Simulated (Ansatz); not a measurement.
## Defects and dopants in GdAlCu4

Calculated with the plane-wave PAW code Ansatz (scalar-relativistic, PAW set soft_2), not measured. The host crystal, relaxed (Kohn–Sham gap 0.00 eV):

```cif
data_structure
_symmetry_space_group_name_H-M 'P-6m2'
_symmetry_Int_Tables_number 187
_cell_length_a 5.1079
_cell_length_b 5.1079
_cell_length_c 4.0000
_cell_angle_alpha 90.000
_cell_angle_beta 90.000
_cell_angle_gamma 120.000
_cell_volume 90.38
loop_
_atom_site_label
_atom_site_type_symbol
_atom_site_symmetry_multiplicity
_atom_site_Wyckoff_symbol
_atom_site_fract_x
_atom_site_fract_y
_atom_site_fract_z
_atom_site_occupancy
Al1 Al 1 e 0.66667 0.33333 0.00000 1
Cu1 Cu 1 c 0.33333 0.66667 0.00000 1
Cu2 Cu 3 k 0.49872 0.50128 0.50000 1
Gd1 Gd 1 a 0.00000 0.00000 0.00000 1
```

Atoms are relaxed in small periodic supercells at the host's cell. Distances are those to the atoms of the nearest element, out to 1.25 times the shortest (mean and range); atoms of other elements can lie among them. They are left out where the atom moved off its site or the cell is too small to hold the shell. Moments under 0.05 μB aren't shown.

| defect | method | host atoms | nearest element, host → defect (Å) | notes |
| --- | --- | --- | --- | --- |
| Cu on a Gd site + Gd on a Cu site | PBEsol | 18 | – | a |
| Sc on a Gd site | PBEsol | 18 | 3 Al: 2.95 → 2.86 | – |
| Gd vacancy | PBEsol | 18 | 3 Al: 2.95 → 2.51 | – |

Notes: a, atoms moved by 0.8 Å or more, so the name tells the start and not the end, and no energy is given.

Caveats: Gd without a U keeps its half-filled shell, but its 4f levels lie too near the Fermi level; most atoms moved far, the host may distort by itself; one start alone; open f or d shells may hold a state above the lowest; small cells.
